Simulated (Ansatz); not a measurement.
Cu Kα1 powder pattern (kinematic, no thermal factors).
2θ (°) (relative intensity): 10.97 (92), 21.66 (36), 22.04 (6), 24.34 (100), 31.10 (72), 33.33 (6), 37.99 (28), 39.66 (27), 40.10 (30), 44.15 (6), 44.36 (7), 44.96 (6), 45.64 (19), 49.88 (19), 50.43 (9), 51.42 (11), 56.43 (11), 57.10 (2), 59.63 (5), 60.28 (14), 60.84 (16), 61.80 (7), 64.38 (18), 64.84 (4), 68.64 (5), 69.76 (5), 70.06 (11), 70.66 (6), 73.07 (2), 74.25 (6), 74.89 (4), 77.69 (5), 78.47 (3), 81.23 (3), 82.29 (3), 82.52 (2), 85.31 (2), 85.45 (1), 85.88 (5), 86.36 (6), 86.58 (4), 87.21 (6), 88.06 (3), 89.50 (8)

The pattern is computed from a structure relaxed with DFT PBE, scalar-relativistic, plane waves, PAW (Ansatz). No spin polarisation. Its elements are Au, K.

Task: Give the structure.

Result: K2Au.
Space group P-3m1 (No. 164). a = 4.733 Å, b = 4.733 Å, c = 8.058 Å, α = 90.00°, β = 90.00°, γ = 120.00°
```tsv
atom	site	symmetry	x	y	z
K	2d	3m.	0.3333	0.6667	0.2407
Au	1a	-3m.	0.0000	0.0000	0.0000
```

A pattern alone doesn't exclude other cells with like lines; this is the one computed.

The cell was found from a structure generator's guess, not taken from experiment.
